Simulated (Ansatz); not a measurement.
As:
```
As
1.0
    0.00000     3.02725     3.02725
    3.02725     0.00000     3.02725
    3.02725     3.02725     0.00000
As
2
Cartesian
  0.00000   0.00000   0.00000
  1.51362   1.51362   1.51362
```

Relaxed with r²SCAN. Special points in fractions of this cell's reciprocal vectors: Γ (0.000, 0.000, 0.000); X (0.500, 0.000, 0.500); U (0.625, 0.250, 0.625); K (0.375, 0.375, 0.750); L (0.500, 0.500, 0.500); W (0.500, 0.250, 0.750).

**Question.** List the band energies nearest the Fermi level at these points for r²SCAN with spin–orbit coupling in the plane-wave PAW code Ansatz.

**Answer.** In eV from the Fermi level; about four levels below and three above (degenerate sets whole), none deeper than 8.9 eV; points with the same levels are listed once.

| k | below | above |
|---|---|---|
| Γ | -2.21 -2.21 -2.21 -2.21 | 0.45 0.45 0.73 0.73 0.73 0.73 |
| X | -0.61 -0.61 -0.61 -0.61 | 5.41 5.41 5.41 5.41 |
| U | -4.14 -4.14 -0.54 -0.54 | 1.60 1.60 4.05 4.05 |
| L | -3.22 -3.22 -2.72 -2.72 | 1.88 1.88 2.05 2.05 |
| W | -4.92 -4.92 -4.83 -4.83 | 1.08 1.08 1.28 1.28 |

Space group Fd-3m (diamond). The start of the workflow was typed in or built on a structure type; neither database checked (COD, Materials Project) lists it. It is not the phase usual at ambient conditions (space group No. 166). The cell was relaxed with r²SCAN under the symmetry of its start. At this level the phase is mechanically unstable.

Potentials: the earlier of the program's two PAW sets.
